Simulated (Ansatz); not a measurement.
Pb:
```
CELL_PARAMETERS angstrom
      0.00000     2.49778     2.49778
      2.49778     0.00000     2.49778
      2.49778     2.49778     0.00000
ATOMIC_POSITIONS crystal
  Pb 0.00000 0.00000 0.00000
```

This is the r²SCAN-relaxed structure.

Question: All from the program Ansatz at the r²SCAN level (PAW), unless another level is named. Give the density of states at the Fermi level.

Answer: 0.50 states/eV per atom (mean over ±0.08 eV).

Question: Give the gap with spin–orbit coupling.

Answer: none (metallic).

Space group Fm-3m (fcc (Cu type)). The r²SCAN relaxation kept the symmetry of its start. Scalar-relativistic: spin–orbit coupling is off unless named, which matters more the heavier the elements.

Potentials: the later of the program's two PAW sets.
